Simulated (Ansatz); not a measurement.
YTl: moving Tl off its site

YTl, Pm-3m, a = 3.751 Å (as given, not relaxed at this level: -0.7 GPa). The structure is a COD entry; whether it is the stable form wasn't checked. Ansatz: PBEsol, PAW, 420 eV, Γ-centred 12×12×12 mesh on 2 atoms, Gaussian smearing 0.15 eV; no spin polarisation.

```
Y Tl
1.0
     3.75100    0.00000    0.00000
     0.00000    3.75100    0.00000
     0.00000    0.00000    3.75100
Y Tl
1 1
Direct
  0.50000 0.50000 0.50000
  0.00000 0.00000 0.00000
```

Atom 2 (Tl) moves by x along the unit vector (-1.000, 0.000, 0.000), with its periodic images; all else is held. y is the free energy of the cell over the start, F the force along the path summed over the moved atoms. Symmetry makes y even in x.

| x (Å) | y (meV) | F (eV/Å) |
| --- | --- | --- |
| -0.1000 | 11.40 | 0.23 |
| -0.0500 | 2.83 | 0.11 |
| 0.0000 | 0.00 | 0.00 |
| 0.0125 | 0.18 | -0.03 |
| 0.0250 | 0.71 | -0.06 |
| 0.0375 | 1.59 | -0.09 |
| 0.0625 | ? | ? |
| 0.0750 | 6.39 | -0.17 |
| 0.0875 | 8.71 | -0.20 |

Task: Fit y = c2 x² + c4 x⁴ to the energies of the other rows, give the force constant, and predict energy and force of the missing row.

Result: Least squares on the rows shown. y = 1130 x² + 973.7 x⁴. The force constant is 2 c2 = 2.26 eV/Å² (for all images moving together, not for a lone atom). With two atoms in a cubic cell this is the optical mode at Γ (in a metal it hangs on mesh and smearing): ω = 521.5 √(2 c2/μ) = 100 cm⁻¹ for μ = 61.96 u. The force −dy/dx at the missing row is -0.14 eV/Å (computed -0.14). At x = 0.0625 the fit asked for gives 4.43 meV. The run gave 4.43 meV, the same to the digits shown.

Spin–orbit coupling is left out, which can shift energies with elements as heavy as these.